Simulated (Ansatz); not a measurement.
**Bands of LaHg₂**

```
La Hg
1.0
     4.96000    0.00000    0.00000
    -2.48000    4.29549    0.00000
     0.00000    0.00000    3.65000
La Hg
1 2
Direct
  0.00000 0.00000 0.00000
  0.33333 0.66667 0.45000
  0.66667 0.33333 0.55000
```

Atoms are numbered in the order listed.

The conventional cell has a = 4.960 Å, b = 4.960 Å, c = 3.650 Å, α = 90.00°, β = 90.00°, γ = 120.00°. La (atom 1) is surrounded by 12 Hg at 3.30 to 3.50 Å and 2 La at 3.65 Å. Around Hg (atom 2) lie 3 Hg at 2.89 Å and 3 La at 3.30 Å.

The cell is COD entry 1538192, as deposited and not checked against the literature; nothing was relaxed.

Spin–orbit coupling is left out, though it moves levels of the heavy atoms by tenths of an eV or more.

Level of theory: DFT, PBEsol, all-electron LAPW, scalar-relativistic (Ansatz 0.2.0).

The runs use a Γ-centred 10×10×11 k mesh, Fermi–Dirac smearing of 0.03 eV, basis error target 0.5 meV/atom, no spin polarisation.

Points in fractions of the reciprocal vectors of this cell: Γ (0, 0, 0), M (0.5, 0, 0), K (0.333, 0.333, 0), A (0, 0, 0.5), L (0.5, 0, 0.5), H (0.333, 0.333, 0.5). The path runs Γ–M–K–Γ–A–L–H–A–L. Energies are in eV from the Fermi level; (×n) counts levels within 4 meV of each other, which need not be degenerate by symmetry.

**Question.** Is there a gap?

**Answer.** none: with an odd electron count and no spin polarisation the bands can't all be full, a metal in this set-up (in compounds, spin order or a distortion in a larger cell can open a gap).

**Question.** List the levels between -14 and 3 eV at the symmetry points.

**Answer.** 
Γ: -8.45, -7.65, -7.62 (×2), -7.48 (×2), -7.16, -6.98 (×2), -6.72 (×2), -0.99 (×2), -0.50, -0.20, 1.52 (×2), 1.73, 1.81, 1.85 (×2), 2.36
M: -8.22, -7.97, -7.84, -7.47 (×2), -7.13, -7.04, -6.84, -6.69, -6.56, -5.26, -5.09, -0.45, -0.01, 1.51, 1.59, 1.71, 1.74, 1.83, 1.88, 1.93, 2.08, 2.22, 2.45
K: -8.29, -7.92 (×2), -7.43 (×2), -7.39, -6.99 (×2), -6.68, -6.15, -4.75 (×2), -2.47, 0.58, 1.43 (×2), 1.75 (×3), 1.89, 1.94, 2.35 (×2)
A: -7.89, -7.88 (×2), -7.57 (×2), -7.31 (×2), -6.72 (×2), -6.44, -5.01, -3.03, 0.88 (×2), 0.99 (×2), 1.30, 1.58, 1.83, 1.92 (×2), 2.03, 2.37 (×2)
L: -8.08, -8.02, -8.01, -7.63, -7.49, -7.18, -6.85, -6.50, -6.48, -6.35, -4.78, -2.85, -1.49, -0.90, -0.26, 1.55, 1.66, 1.73, 1.80, 1.84, 1.91, 2.05
H: -8.13, -7.88 (×2), -7.86, -7.25 (×2), -6.79, -6.58 (×2), -6.15, -4.43 (×2), -0.61 (×2), 0.50, 1.59 (×2), 1.60, 1.71, 1.83, 1.94 (×2)
